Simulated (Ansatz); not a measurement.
LaN:
```
CELL_PARAMETERS angstrom
      4.10097     0.00000     0.00000
     -2.05049     3.55155     0.00000
      0.00000     0.00000     5.71973
ATOMIC_POSITIONS crystal
  La 0.33333 0.66667 0.99271
  La 0.66667 0.33333 0.49271
  N  0.33333 0.66667 0.41729
  N  0.66667 0.33333 0.91729
```

Relaxed with LDA. Special points in fractions of this cell's reciprocal vectors: Γ (0.000, 0.000, 0.000); M (0.500, 0.000, 0.000); K (0.333, 0.333, 0.000); A (0.000, 0.000, 0.500); L (0.500, 0.000, 0.500); H (0.333, 0.333, 0.500).

**Question.** List the band energies nearest the valence-band maximum at these points for LDA in the plane-wave PAW code Ansatz.

**Answer.** In eV from the valence-band maximum; about four levels below and three above (degenerate sets whole), none deeper than 8.9 eV; points with the same levels are listed once.

| k | below | above |
|---|---|---|
| Γ | -1.94 -1.94 -1.62 -0.44 | 0.93 2.51 2.51 |
| M | -1.54 -1.01 -0.83 -0.41 | 1.39 2.11 2.45 |
| K | -1.70 -1.70 -1.26 -1.26 0.00 | 1.27 1.83 3.07 3.07 |
| A | -2.41 -2.41 -2.41 -2.41 -2.16 -2.16 | 2.11 2.11 3.19 3.19 3.19 3.19 |
| L | -1.40 -1.40 -0.99 -0.99 | 2.19 2.19 3.20 3.20 |
| H | -1.69 -1.69 -0.84 -0.84 | 1.71 1.71 3.22 3.22 |

Space group P6_3mc. The workflow started from a Materials Project entry (that database holds measured and hypothetical structures alike); the Crystallography Open Database copy checked does not list it. COD files the formula under space group No. 225, so this cell is another polymorph or a model. Its standing as an ambient phase is unchecked. The LDA relaxation kept the symmetry of its start; phonons on a q-mesh show no instability. Scalar-relativistic: spin–orbit coupling is off unless named, which matters more the heavier the elements.

Potentials: the later of the program's two PAW sets.
